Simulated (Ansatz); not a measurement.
Level: r2SCAN, no spin polarisation; 500 eV; 5×7×4 Γ-centred mesh; fermi-dirac occupations (width 0.1 eV); Ansatz 0.2.0, fixed geometry.

Computed maps in the lattice plane spanned by a (left to right, 6.71 Å, 20 points from zero) and c (bottom to top, 7.09 Å, 21 points from zero), 106° apart, at height 0.250 along b. The fields are smooth PAW ones with compensation charges, not the true ones near nuclei.

Valence density. Digits on a logarithmic scale: 0 up to 0.03 e/Å³, each further digit a factor of 1.6, 9 from 1.3 e/Å³ up:
```
21356665677642245553
00123346999863222221
00001248999963111100
00000259999852112211
10000369998632344442
20001479975323567764
20001368642235799975
30000244321247998985
20000111001358906975
10000000001368999964
00000000001357998752
00001100000246676431
00000100000123443211
10001122110011222232
31112455431000013565
53235788752000025897
74358999863000137999
85579999963000247999
85589989852000259999
74589999742101369999
43478987544321357997
```

ELF. Ten even steps from '0' (0.01) to '9' (0.98):
```
00157740378730025653
00011004888860000000
00000037747861000000
00000157637850000110
10000378877610146663
30000699974102788886
40000799840027888887
50000267300168865887
40000000000478723887
10000000000588867886
00000000000578888873
00000000000368888630
00000000000035663100
00000000000001100033
20000356520000003998
41016888861000028998
63058878872000048997
83188416871000047767
82287007860000157527
70388678710000168778
30388887102300058887
```

Question: The cell is RbH$_{2}$ClO$_{2}$. Which atoms lie within 0.2 Å of this plane, and where (fractions of a and c)?

Answer: Rb at (0.28, 0.11), Cl at (0.77, 0.57), O at (0.89, 0.09), H at (0.87, 0.23), O at (0.46, 0.84), H at (0.35, 0.70). The whole cell:
```xyz
12
Lattice="6.7079 0.0000 0.0000 0.0000 3.8650 0.0000 -1.9322 0.0000 6.8263" Properties=species:S:1:pos:R:3 pbc="T T T"
Rb    1.6788    0.9663    0.7428
Rb    3.0970    2.8988    6.0835
Cl    0.7182    2.8988    2.9039
Cl    4.0575    0.9663    3.9224
O    -1.0496    2.8988    6.1989
O     5.8253    0.9663    0.6273
H    -0.6149    2.8988    5.2344
H     5.3907    0.9663    1.5919
O     3.3452    2.8988    1.0902
O     1.4305    0.9663    5.7361
H     3.7830    2.8988    2.0533
H     0.9928    0.9663    4.7729
```

Origin: a known structure type with other elements, at an estimated volume, so it need not be a known compound. Caveats: many states at the Fermi level without spin polarisation, so a magnetic state may lie lower; atoms or cell far from equilibrium.
